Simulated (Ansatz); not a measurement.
Sn (beta-Sn type, space group I4_1/amd)

```yaml
crystal:
  lattice:
    - [-2.97355, 2.97355, 1.60610]
    - [2.97355, -2.97355, 1.60610]
    - [2.97355, 2.97355, -1.60610]
  atoms:
    - { symbol: Sn, position: [0.75000, 0.25000, 0.50000] }
    - { symbol: Sn, position: [0.00000, 0.00000, 0.00000] }
```

This relaxed cell (volume V₀) is scaled evenly in all directions, its shape held. Symmetry pins the atoms to their sites.

Level of theory: PBE (plane waves to 420 eV, PAW, scalar-relativistic; Ansatz, an electronic-structure program). k mesh 16×16×16 (Γ-centred), Fermi-Dirac smearing 0.05 eV. Energies are smeared free energies. With the shape held, the modulus is that of even scaling; a crystal free to change shape is softer. Sn was relaxed with its symmetry unable to fall. The PAW data are Ansatz's earlier set. ΔE is measured from the relaxed starting cell. The last digit holds for this mesh only.

```json
[
 {"V (Å³/atom)": "23.858", "ΔE (meV/atom)": "151.5"},
 {"V (Å³/atom)": "24.994", "ΔE (meV/atom)": "77.8"},
 {"V (Å³/atom)": "26.130", "ΔE (meV/atom)": "31.7"},
 {"V (Å³/atom)": "27.266", "ΔE (meV/atom)": "7.3"},
 {"V (Å³/atom)": "28.402", "ΔE (meV/atom)": "0.0"},
 {"V (Å³/atom)": "29.538", "ΔE (meV/atom)": "6.2"},
 {"V (Å³/atom)": "30.674", "ΔE (meV/atom)": "23.1"},
 {"V (Å³/atom)": "31.810", "ΔE (meV/atom)": "48.6"},
 {"V (Å³/atom)": "32.947", "ΔE (meV/atom)": "80.8"}
]
```

Question: What is the fitted pressure derivative B₀′?

Answer: 4.8.

Question: What bulk modulus at fixed cell shape B₀ follows from a third-order Birch-Murnaghan fit?

Answer: 47.6 GPa. Check by three points about V = 28.402 Å³/atom, step 2.272: d²E/dV² ≈ (32 − 2·0 + 23) meV / 2.272² = 0.0107 eV/Å⁶, and V·d²E/dV² × 160.2 = 48.5 GPa.

(Under strain, the slope of the energy per volume gives the stress and its curvature an elastic modulus.)
